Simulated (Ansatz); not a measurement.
IrO2 (rutile)

```
CELL_PARAMETERS angstrom
      4.52931     0.00000     0.00000
      0.00000     4.52931     0.00000
      0.00000     0.00000     3.17991
ATOMIC_POSITIONS crystal
  Ir 0.00000 0.00000 0.00000
  Ir 0.50000 0.50000 0.50000
  O  0.30844 0.30844 0.00000
  O  0.80844 0.19156 0.50000
  O  0.19156 0.80844 0.50000
  O  0.69156 0.69156 0.00000
```

Grid over V/V₀ and (c/a)/(c/a)₀, subscript 0 meaning the relaxed cell; the conventional c axis lies along z; no internal relaxation.

Level of theory: PBE (plane waves to 420 eV, PAW, scalar-relativistic; Ansatz, an electronic-structure program). k mesh 10×10×15 (Γ-centred), Fermi-Dirac smearing 0.05 eV. Stress and pressure are positive under compression. As the atoms are clamped, bonds stretch with the cell, which overstates energies and stresses. With partly filled bands, the response to shear is sensitive to the k mesh, so small differences along c/a are uncertain. IrO2 is run without spin polarisation and with no Hubbard U. IrO2 was relaxed with its symmetry unable to fall. Spin-orbit coupling is left out, though Ir is heavy. The PAW data are Ansatz's earlier set. The last digit holds for this mesh only.

Changes of σzz − σxx (GPa) from the point V/V₀ = 1.000, (c/a)/(c/a)₀ = 1.000 when one coordinate moves alone (two changes are said to add if the coupling is within 5 % of the smaller one, nearly so within 20 %):

| point | change |
|---|---|
| V/V₀ = 1.000, (c/a)/(c/a)₀ = 0.960 | 17.01 |
| V/V₀ = 1.000, (c/a)/(c/a)₀ = 0.980 | 8.55 |
| V/V₀ = 0.960, (c/a)/(c/a)₀ = 1.000 | 4.06 |
| V/V₀ = 0.980, (c/a)/(c/a)₀ = 1.000 | 1.91 |
| V/V₀ = 1.020, (c/a)/(c/a)₀ = 1.000 | -1.70 |
| V/V₀ = 1.040, (c/a)/(c/a)₀ = 1.000 | -3.21 |
| V/V₀ = 1.000, (c/a)/(c/a)₀ = 1.020 | -8.58 |
| V/V₀ = 1.000, (c/a)/(c/a)₀ = 1.040 | -17.11 |

Problem. Do the two effects add at V/V₀ = 1.020, (c/a)/(c/a)₀ = 1.020? Give the computed change.

Solution. The sum of the single changes is -1.70 + (-8.58) = -10.28; the calculation gives -9.75, so the coupling contributes 0.53 (over 20 % of the smaller single change, not additive).

Problem. What is the change at V/V₀ = 1.020, (c/a)/(c/a)₀ = 1.040, where both move, and how far is it from the sum?

Solution. The sum of the single changes is -1.70 + (-17.11) = -18.81; the calculation gives -17.75, so the coupling contributes 1.06 (over 20 % of the smaller single change, not additive).

(A scan under strain: stresses follow from slopes of the energy per volume, elastic moduli from its curvatures.)
